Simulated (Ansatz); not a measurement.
Relax this structure to zero stress and force, keeping its symmetry:

Space group Pm-3m (No. 221). a = 3.237 Å, b = 3.237 Å, c = 3.237 Å, α = 90.00°, β = 90.00°, γ = 90.00°
```json
{"atom": "In", "site": "1b", "symmetry": "m-3m", "x": "0.5000", "y": "0.5000", "z": "0.5000"}
{"atom": "Rh", "site": "1a", "symmetry": "m-3m", "x": "0.0000", "y": "0.0000", "z": "0.0000"}
```

Level of theory: DFT LDA, scalar-relativistic, plane waves, PAW (Ansatz).

Settings: cutoff 420 eV, Γ-centred mesh 14×14×14 on the computed 2-atom cell, Gaussian smearing of 0.10 eV; no spin polarisation.

Q: What does it relax to?

A: The volume decreases by 1.17 Å³/atom to 15.79 Å³/atom, and the energy falls by 44.7 meV/atom. Final structure:
Space group Pm-3m (No. 221). a = 3.161 Å, b = 3.161 Å, c = 3.161 Å, α = 90.00°, β = 90.00°, γ = 90.00°
```json
{"atom": "In", "site": "1b", "symmetry": "m-3m", "x": "0.5000", "y": "0.5000", "z": "0.5000"}
{"atom": "Rh", "site": "1a", "symmetry": "m-3m", "x": "0.0000", "y": "0.0000", "z": "0.0000"}
```

Cost: 1 run of about 0.41 core-minutes, on Arm Neoverse V2 (shared hosts).